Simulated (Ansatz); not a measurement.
Ga3Mo:
```
CELL_PARAMETERS angstrom
      3.92287     0.00000     0.00000
      0.00000     3.92287     0.00000
      0.00000     0.00000     3.92287
ATOMIC_POSITIONS crystal
  Ga 0.00000 0.50000 0.50000
  Ga 0.50000 0.50000 0.00000
  Ga 0.50000 0.00000 0.50000
  Mo 0.00000 0.00000 0.00000
```

Relaxed with r²SCAN. Special points in fractions of this cell's reciprocal vectors: Γ (0.000, 0.000, 0.000); X (0.000, 0.500, 0.000); M (0.500, 0.500, 0.000); R (0.500, 0.500, 0.500).

### Question
List the band energies nearest the Fermi level at these points for r²SCAN with spin–orbit coupling in the plane-wave PAW code Ansatz.

### Answer
In eV from the Fermi level; about four levels below and three above (degenerate sets whole), none deeper than 8.9 eV; points with the same levels are listed once.

| k | below | above |
|---|---|---|
| Γ | -0.73 -0.73 -0.73 -0.73 -0.61 -0.61 | 2.70 2.70 3.23 3.23 3.23 3.23 |
| X | -0.61 -0.61 -0.20 -0.20 | 1.07 1.07 1.28 1.28 |
| M | -2.65 -2.65 -0.07 -0.07 | 0.13 0.13 0.31 0.31 |
| R | -4.07 -4.07 -4.07 -4.07 | 0.23 0.23 0.23 0.23 |

Space group Pm-3m (Cu3Au type). The cell is a constructed one: a structure type filled with these elements; neither database checked (COD, Materials Project) lists it. Whether it is the stable phase at ambient conditions was not checked. Symmetry was held in the r²SCAN relaxation; whether a distortion lowers the energy is not shown. No spin polarisation was allowed.

Potentials: the earlier of the program's two PAW sets.
